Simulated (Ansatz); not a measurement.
Pb (fcc (Cu type), Fm-3m) at seven volumes, plane-wave PAW r²SCAN (Ansatz code), scaled uniformly. One row is withheld.

```json
[
 {"V (Å³/atom)": "28.362", "P (GPa)": "?"},
 {"V (Å³/atom)": "29.297", "P (GPa)": "3.18"},
 {"V (Å³/atom)": "30.232", "P (GPa)": "1.44"},
 {"V (Å³/atom)": "31.167", "P (GPa)": "0.00"},
 {"V (Å³/atom)": "32.102", "P (GPa)": "-1.20"},
 {"V (Å³/atom)": "33.037", "P (GPa)": "-2.20"},
 {"V (Å³/atom)": "33.972", "P (GPa)": "-3.06"}
]
```

Fit the shown pressures and predict the withheld one.

P = (3/2)B₀(x^(7/2) − x^(5/2))[1 + (3/4)(B′ − 4)(x − 1)] with x = (V₀/V)^(2/3). Least squares on the six rows gives V₀ = 31.169 Å³/atom, B₀ = 43.9 GPa, B′ = 4.98. At V = 28.362, x = 1.0649 and P = 5.24 GPa. The run itself gave 5.27 GPa.

Symmetry was held in the r²SCAN relaxation. Scalar-relativistic: spin–orbit coupling is off unless named, which matters more the heavier the elements.

Potentials: the later of the program's two PAW sets.
